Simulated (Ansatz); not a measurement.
Relaxed candidate structures of TeS$_{2}$:

**A**
```xyz
6
Lattice="3.7277 0.0000 0.0000 -1.8638 3.2283 0.0000 0.0000 0.0000 11.9534" Properties=species:S:1:pos:R:3 pbc="T T T"
S      0.0000     0.0000     1.5837
Te     1.8638     1.0761     3.1406
S      0.0000     2.1522     4.6955
S      1.8638     1.0761     7.2580
Te     0.0000     2.1522     8.8128
S      0.0000     0.0000    10.3698
```

**B**
```xyz
3
Lattice="1.8589 1.0732 6.2979 -1.8589 1.0732 6.2979 0.0000 -2.1465 6.2979" Properties=species:S:1:pos:R:3 pbc="T T T"
S      0.0000     0.0000    11.0340
Te     0.0000     0.0000     0.0000
S      0.0000     0.0000     7.8596
```

**C**
```xyz
3
Lattice="3.7428 0.0000 0.0000 -1.8714 3.2414 0.0000 0.0000 0.0000 5.4635" Properties=species:S:1:pos:R:3 pbc="T T T"
S      0.0000     2.1609     1.1734
Te     0.0000     0.0000     2.7317
S      1.8714     1.0805     4.2901
```

Task: Rank these by energy per atom (lowest first), as PBEsol-D3(BJ) (plane waves to 420 eV, PAW, scalar-relativistic; Ansatz, a program for electronic structure) gives it.

Result: C (reference), A (+0.04 eV/atom), B (+0.06 eV/atom)

Task: Give each candidate's band gap.

Result: No gap: C. A: 0.28 eV (no spin-orbit coupling); B: 0.23 eV (no spin-orbit coupling).

Each run could gain symmetry but not lose that of its start, so entries can be saddle points. All of these are generated cells (placed on structure types, drawn at random, substituted or restacked) that were not matched to a known phase here. The real structure of this composition may not be among these, and whether this composition forms is not checked here. Static energies at zero pressure. No spin polarisation in the result. Spin-orbit coupling is missing; with elements this heavy it can move band edges by tenths of an eV or more.
